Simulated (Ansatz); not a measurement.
Ansatz input

```yaml
crystal:
  lattice:
    - [0.0, 2.4805003412, 2.4805003412]
    - [2.4805003412, 0.0, 2.4805003412]
    - [2.4805003412, 2.4805003412, 0.0]
  atoms:
    - { symbol: "Y", position: [0.0, 0.0, 0.0], spin: 1.0 }
hamiltonian:
  xc: mr2scan
  pseudopotentials:
    kind: paw
    azcp:
      "Y": "pseudopotentials/Y.paw.azcp"
basis:
  ecutwfc: 500
  fft_grid_basis: typed
kpoints:
  mp_grid: { grid: [17, 17, 17], shift: [0, 0, 0] }
magnetization:
  spin_polarized: true
scf:
  occupations: { method: fermi_dirac, width: 0.05 }
output:
  stress: true
```

and its output:

```
Engine: ansatz 0.2.0, aarch64-unknown-linux-gnu
Pseudopotentials: kind: paw
Pseudopotential: Y, paw, valence charge 11, recommended cutoff 500 eV (meta_gga) 
Functional definition: m-r2SCAN
  exchange = m_r2scan_x
  correlation = m_r2scan_c
Crystal: 1 atoms, lattice volume = 30.524 Å³
Basis set: ecut = 500 eV, 749 PW (Γ), exchange–correlation on 108×108×108 points (64 copies of the dense FFT grid, shifted against one another)
Bands: 10, of which v1, the nominal top of the filled ones, is band 6 counted from 1 (5 counted from 0)
Symmetry: 48 space group operations
Space group: Fm-3m (ITA 225), of the structure as read, at distance tolerance 3.1e-5 Å
Magnetic group: BNS 225.116 (UNI 1618), of the structure as read, at distance tolerance 3.1e-5 Å
k-points: 165 of 4913
Non-local potential: Y, projectors of the file, l = 0: 3, l = 1: 2, l = 2: 2, l = 3: 1
PAW form: soft (Blöchl's): semilocal exchange-correlation on the pseudo side does not see the compensation charge
PAW frozen core: Y, regenerated for the run's functional (the file was generated under x = pbe(κ = 0.804, μ = 0.2195149727645171), c = pbe(β = 0.06672455060314922))
PAW one-centre angular grid: Y, 590 points (default); XC on 160 Gauss nodes
Initial density: superposition of atomic densities (chi_scale 0.1, normalization cell)
Starting moments: Σ|m| = 1 μB on 1 of 1 site
Initial wavefunctions: pseudopotential atomic-orbital guess
Functional: x = mr2scan, c = mr2scan; τ floored in thin density (d = 2e-4 eV/Å³)
iter 1 solved again at ethr=9.49e-4 eV; its pass at ethr=3.10e-3 eV (dr2=1.04e-1 eV) is discarded
SCF iter   1: F=—  HF=-3859.461675 eV  |F-HF|=—  |Δ(HF+E_count)|=         —  Δρ=1.68e-2 (↑1.68e-2 ↓8.32e-3)  dr2=1.12e-1  dr2_τ=4.83e-3  dr2_m=3.15e-2  M=0.676 μB ∫|m|=0.676 μB  β_m=0.93  ethr=9.49e-4  ⟨swp⟩=2.0  Hψ=26377  notcnv=0
Mixer restart at iter 1: flushing history
eigensolver tolerance schedule calibrated: the retry pair's looser diagonalisation under-reported the residual by θ = 0.06 (0.13/decade); ethr = c·dr2/N_el runs at the constant in force after the calibration composes with the one it found (an armed cap, an earlier calibration), c = 6.3e-2
SCF iter   2: F=—  HF=-3859.648251 eV  |F-HF|=—  |Δ(HF+E_count)|=         —  Δρ=8.78e-3 (↑8.78e-3 ↓6.12e-3)  dr2=6.60e-2  dr2_τ=4.34e-4  dr2_m=5.37e-3  M=0.472 μB ∫|m|=0.472 μB  β_m=0.92  ethr=6.40e-4  ⟨swp⟩=2.9  Hψ=6019  notcnv=0
Mixer restart at iter 2: flushing history
SCF iter   3: F=—  HF=-3859.639913 eV  |F-HF|=—  |Δ(HF+E_count)|=   8.34e-3  Δρ=4.61e-3 (↑4.61e-3 ↓4.44e-3)  dr2=2.05e-2  dr2_τ=1.95e-4  dr2_m=1.89e-3  M=0.338 μB ∫|m|=0.338 μB  β_m=1.00  ethr=3.79e-4  ⟨swp⟩=2.5  Hψ=5599  notcnv=0  κ⁻¹=1.0e0(r=1)
SCF iter   4: F=—  HF=-3859.642076 eV  |F-HF|=—  |Δ(HF+E_count)|=   2.16e-3  Δρ=1.97e-3 (↑1.61e-3 ↓1.97e-3)  dr2=1.01e-3  dr2_τ=4.77e-5  dr2_m=4.50e-4  M=0.113 μB ∫|m|=0.113 μB  β_m=0.58  ethr=1.17e-4  ⟨swp⟩=2.7  Hψ=6679  notcnv=0  κ⁻¹=1.7e-2(r=2)
SCF iter   5: F=—  HF=-3859.640303 eV  |F-HF|=—  |Δ(HF+E_count)|=   1.77e-3  Δρ=1.08e-3 (↑9.39e-4 ↓1.08e-3)  dr2=2.90e-4  dr2_τ=7.02e-6  dr2_m=1.55e-4  M=0.052 μB ∫|m|=0.052 μB  β_m=0.63  ethr=5.79e-6  ⟨swp⟩=2.6  Hψ=4795  notcnv=0  κ⁻¹=5.3e-3(r=3)
SCF iter   6: F=—  HF=-3859.638384 eV  |F-HF|=—  |Δ(HF+E_count)|=   1.92e-3  Δρ=2.60e-4 (↑2.57e-4 ↓2.60e-4)  dr2=9.35e-6  dr2_τ=4.54e-7  dr2_m=1.38e-5  M=0.003 μB ∫|m|=0.004 μB  β_m=0.30  ethr=1.66e-6  ⟨swp⟩=2.1  Hψ=5022  notcnv=0  κ⁻¹=6.0e-4(r=4)
SCF iter   7: F=—  HF=-3859.638103 eV  |F-HF|=—  |Δ(HF+E_count)|=   2.81e-4  Δρ=1.01e-4 (↑8.02e-5 ↓1.01e-4)  dr2=2.66e-6  dr2_τ=2.68e-7  dr2_m=1.16e-6  M=-0.002 μB ∫|m|=0.002 μB  β_m=0.40  ethr=5.36e-8  ⟨swp⟩=2.0  Hψ=5134  notcnv=0  κ⁻¹=7.1e-5(r=5)
SCF iter   8: F=—  HF=-3859.638063 eV  |F-HF|=—  |Δ(HF+E_count)|=   4.01e-5  Δρ=4.58e-5 (↑4.27e-5 ↓4.58e-5)  dr2=3.97e-7  dr2_τ=1.82e-8  dr2_m=3.46e-7  M=-0.001 μB ∫|m|=0.001 μB  β_m=1.00  ethr=1.52e-8  ⟨swp⟩=2.6  Hψ=5104  notcnv=0  κ⁻¹=1.3e-5(r=6)
SCF iter   9: F=—  HF=-3859.638052 eV  |F-HF|=—  |Δ(HF+E_count)|=   1.10e-5  Δρ=1.34e-5 (↑1.26e-5 ↓1.34e-5)  dr2=7.85e-9  dr2_τ=2.91e-9  dr2_m=4.48e-8  M=-0.001 μB ∫|m|=0.001 μB  β_m=1.00  ethr=2.28e-9  ⟨swp⟩=2.0  Hψ=5210  notcnv=0  κ⁻¹=6.8e-7(r=7)
SCF iter  10: F=—  HF=-3859.638052 eV  |F-HF|=—  |Δ(HF+E_count)|=   1.06e-7  Δρ=7.59e-6 (↑7.59e-6 ↓6.97e-6)  dr2=2.05e-9  dr2_τ=9.00e-10  dr2_m=1.36e-8  M=-0.001 μB ∫|m|=0.001 μB  β_m=1.00  ethr=4.50e-11  ⟨swp⟩=2.0  Hψ=5213  notcnv=0  κ⁻¹=6.7e-8(r=8)
SCF iter  11: F=—  HF=-3859.638052 eV  |F-HF|=—  |Δ(HF+E_count)|=   1.08e-7  Δρ=4.13e-6 (↑4.13e-6 ↓3.92e-6)  dr2=6.04e-10  dr2_τ=2.47e-10  dr2_m=4.22e-9  M=-0.001 μB ∫|m|=0.001 μB  β_m=1.00  ethr=1.18e-11  ⟨swp⟩=2.9  Hψ=5624  notcnv=0  κ⁻¹=2.7e-8(r=8)
SCF iter  12: F=—  HF=-3859.638052 eV  |F-HF|=—  |Δ(HF+E_count)|=   4.18e-8  Δρ=1.22e-6 (↑1.22e-6 ↓1.16e-6)  dr2=6.99e-11  dr2_τ=2.96e-11  dr2_m=3.51e-10  M=-0.000 μB ∫|m|=0.000 μB  β_m=0.68  ethr=3.47e-12  ⟨swp⟩=2.9  Hψ=5656  notcnv=0  κ⁻¹=1.4e-7(r=8)
SCF iter  13: F=—  HF=-3859.638052 eV  |F-HF|=—  |Δ(HF+E_count)|=  2.70e-10  Δρ=3.57e-7 (↑3.57e-7 ↓3.09e-7)  dr2=3.08e-11  dr2_τ=2.91e-12  dr2_m=2.25e-12  M=0.000 μB ∫|m|=0.000 μB  β_m=1.00  ethr=1.00e-12  ⟨swp⟩=2.6  Hψ=5554  notcnv=0  κ⁻¹=1.7e-7(r=8)
SCF iter  14: F=-3859.638052 eV  HF=-3859.638052 eV  |F-HF|=7.28e-12  |Δ(HF+E_count)|=  7.95e-10  Δρ=1.82e-7 (↑1.82e-7 ↓1.73e-7)  dr2=6.56e-12  dr2_τ=8.10e-13  dr2_m=2.50e-12  M=0.000 μB ∫|m|=0.000 μB  ethr=1.00e-12  ⟨swp⟩=1.0  Hψ=9074  notcnv=0
SCF 1 converged in 14 iterations: F = -3859.638052 eV  dr2 = 6.56e-12
WARN: the starting moments were not kept: the SCF closed with an absolute magnetisation of 1.0e-5 μB, where they sum to 1 μB in size (1 site). That is at most 0.1 of that sum. Measured as dr2_m measures the in/out step, that magnetisation stands 8.9e-12 eV from none, at or under the dr2_threshold of 1.0e-7 eV: it is no larger than a step whose dr2_m would equal this threshold. The system may hold no moment; this SCF shows only that its start led to no more than that. To try another start: raise the starting moments (crystal.atoms[].spin, magnetization.per_species, magnetization.initial_magnetization, or on a non-collinear deck that types none of these the spinor_matrix: blocks that start its atoms; where the total moment is fixed, keep their sum and leave initial_magnetization as it is; typed ones take the place of any that the run laid by itself, positive ones on a crystal's lanthanoids without a Hubbard term where scf.initial_density.shell_occupations: [] is typed) or, if the notice of its spin-set hold's release reads "site moments contracting" or "site moments show no strong build", lengthen the hold (scf.mixing.spin_hold: { on: { confirm: 4 } }; for m-r²SCAN on two components see the key's manual first). Each may lead to a state that holds a moment. A second SCF, from the converged charge density, with the starting moments and any scf.initial_density.shell_occupations laid on it anew, would have followed, and was not run: the deck does not ask for one (magnetization.retry_lost_moments is false, the default). To let it run, set magnetization.retry_lost_moments: true and run the deck again, where that key's refused combinations let it; where memory then withholds it, that run's warning says so.
this state was not tested for a lower state beside it, because the mixer in use, unlike msr1, does not test its closes by its own steps (another_mixer; see scf.mixing.algorithm and scf.lower_state_search)
SCF converged after 14 iterations
Magnetization: 0.0000 μB (5.5000 up, 5.5000 down)
Absolute magnetization: 0.0000 μB (∫|ρ↑−ρ↓|, with the PAW one-centre terms)
Spin contamination: 0.0000 ħ² per cell (⟨S²⟩ above its minimum at these occupations)
Per-site moments (μB) at R_I (Å): [(5.942635001968878e-6, 1.4470323548984036)]
Free energy (F): -3859.638052 eV
Harris-Foulkes:  -3859.638052 eV  (|F-HF|=7.28e-12)
Internal energy: -3859.626427 eV  (E = F + TS)
E sigma→0 (E₀):  -3859.632239 eV
Entropy (-TS):   -0.011625 eV (-11.625 meV/atom)
Fermi energy:    10.285404 eV
--- Per-component energies (eV) ---
  E_band       = -118.799386
  E_kinetic    = 305.587551
  E_local      = -585.996247  (includes V_loc(G=0)·N_el)
  E_nonlocal   = 50.198718
  E_hartree    = 185.487428
  E_xc         = -167.857296
  E_vxc        = -222.003099  (∫ρ·V_xc dr)
  E_paw        = -2841.766052  (= ΣΔE_a)
  E_vpaw       = -49.757679  (= ΣTr[D̂ρ^β])
  E_aug_tail   = 0.000003  (compensation charges beyond the density's cutoff)
  E_vtau       = 12.196506  (kinetic-family band-sum trace: ∫τ·v_τ [+ j·A + Jᵃ·Aᵃ] dr)
  E_ewald      = -805.126577
  E_core_change = -0.153953  (= ΣΔE_core)
  E_smearing   = -0.011625  (= −TS)
  E_closure    = 0.000000  (closes the sum)
  Σ components = -3859.638052   (vs F -3859.638052, Δ=0.00e0)
--- Stress (GPa, compression-positive) ---
        3.557392       0.000000      -0.000000
       -0.000000       3.557392      -0.000000
        0.000000      -0.000000       3.557392
  P = ⅓ Tr σ = 3.5574 GPa (35.574 kbar)
```
